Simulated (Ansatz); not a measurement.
**Ca: energy along a strain**

Ca, Im-3m, a = 4.480 Å (as given, not relaxed at this level: -2.5 GPa). This isn't the element's structure at ambient conditions. Ansatz: LDA, PAW, 420 eV, Γ-centred 16×16×16 mesh on 1 atom, Gaussian smearing 0.15 eV; no spin polarisation. Cell vectors (Å): -2.240 2.240 2.240; 2.240 -2.240 2.240; 2.240 2.240 -2.240. The cell is strained by x per cent times the pattern (0 0 1 0 0 0) in the order xx yy zz yz xz xy (engineering shears), with fractional coordinates held. y is the free energy over the start, V0 = 44.958 Å³/atom.

| x (%) | y (meV/atom) |
| --- | --- |
| -4.00 | -25.62 |
| -3.00 | -19.67 |
| -2.00 | -13.40 |
| -1.00 | -6.84 |
| 0.00 | 0.00 |
| 1.00 | 7.08 |
| 2.00 | 14.40 |
| 3.00 | 21.93 |
| 3.50 | 25.77 |
| 4.00 | ? |

Task: Fit y = c1 x + c2 x² + c3 x³ to the other rows, get the stiffness along the pattern, and predict the missing energy.

Result: Least squares on the rows shown. y = 6.9644 x + 0.12578 x² − 0.0034777 x³. The clamped-ion stiffness p·C·p = 2 × 1.258 eV × 160.2 / 44.958 Å³ = 9.0 GPa, which is C33 in these axes (C11 of the cubic crystal) (second derivative at the start, which stands under stress). At x = 4.00 the fit asked for gives 29.65 meV/atom. The run gave 29.66 meV/atom, so the fit is 0.01 meV/atom too low, a small miss on the scale of the series.